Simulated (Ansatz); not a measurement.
# Guessed and relaxed cells of Na2B3

The guess for Na2B3 was made by a generator: random cell by space group and Wyckoff sites (P4/mmm, No. 123). Its size is a rough estimate.

POSCAR.start

```
Na B
1.0
     3.52091    0.00000    0.00000
     0.00000    3.52091    0.00000
     0.00000    0.00000    3.32955
Na B
2 3
Direct
  0.00000 0.00000 0.50000
  0.50000 0.50000 0.00000
  0.00000 0.00000 0.15401
  0.00000 0.00000 0.84599
  0.50000 0.50000 0.50000
```

Method: DFT PBE, scalar-relativistic, plane waves, PAW (Ansatz). Cutoff 420 eV, Gaussian smearing, Γ-centred meshes. Cell and atoms relax first on a coarse mesh and then on a finer one. In between, the cell is made exact in the group found at 0.06 Å. In metals the finer mesh still leaves noise of several meV/atom or more. The steps can't lower the symmetry of their start. No spin polarisation.

POSCAR.end

```
Na B
1.0
     3.75924    0.00000    0.00000
     0.00000    3.75924    0.00000
     0.00000    0.00000    6.62899
Na B
2 3
Direct
  0.00000 0.00000 0.50000
  0.50000 0.50000 0.00000
  0.00000 0.00000 0.11966
  0.00000 0.00000 0.88034
  0.50000 0.50000 0.50000
```

The symmetry stays P4/mmm (No. 123). The volume per atom grows by 127.0 %, from 8.3 to 18.7 Å³. The shortest distance goes from 1.03 Å (B–B) to 1.59 Å (B–B). The ratio c/a of the conventional cell changes by a factor of 1.86. The energy falls by about 7.1 eV/atom (the start's value is from the coarse mesh).

```yaml
Volume_per_atom: 18.74 Å³
Density: 1.39 g/cm³
Energy_over_the_elements: +1.86 eV/atom
Gap_on_the_10×10×6_mesh_of_the_5-atom_cell: 0 eV (a metal)
```

Formation energies are uncorrected and refer to the elements' standard structures at the same level. The separate elements lie lower, so it is unstable against them.

The last run used Gaussian smearing of 0.10 eV. The cell is a metal run without spin; a magnetic state may lie lower. Symmetry constrained the relaxation, so the result can be a saddle point. In all, the 3 runs took 87 s on 1 thread of Intel(R) Xeon(R) Platinum 8375C CPU @ 2.90GHz (Ice Lake), with other jobs on the host.
